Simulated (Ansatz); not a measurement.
Bi (A7 (α-As type), R-3m) under volume change, DFT-r²SCAN+D4 in the program Ansatz with PAW potentials, shape and atoms relaxed at each volume.

```csv
V (Å³/atom),E − E(relaxed) (meV/atom),P (GPa)
32.643,34.6,3.90
33.719,14.0,2.30
34.795,3.2,1.00
35.871,0.0,0.00
36.947,[?],[?]
38.024,9.6,-1.31
39.100,[?],[?]
```

Complete the blanks.


- 39.100, E − E(relaxed) (meV/atom): 19.7
- 39.100, P (GPa): -1.64
- 36.947, E − E(relaxed) (meV/atom): 2.6
- 36.947, P (GPa): -0.75

What does a third-order Birch–Murnaghan fit give for V₀, B₀ and B′?

V₀ = 35.88 Å³/atom, B₀ = 28.3 GPa, B′ = 8.4.

The cell was relaxed with r²SCAN+D4 under the symmetry of its start. The pairwise dispersion correction was not fitted to metals. Scalar-relativistic: spin–orbit coupling is off unless named, which matters more the heavier the elements.

Potentials: the later of the program's two PAW sets.
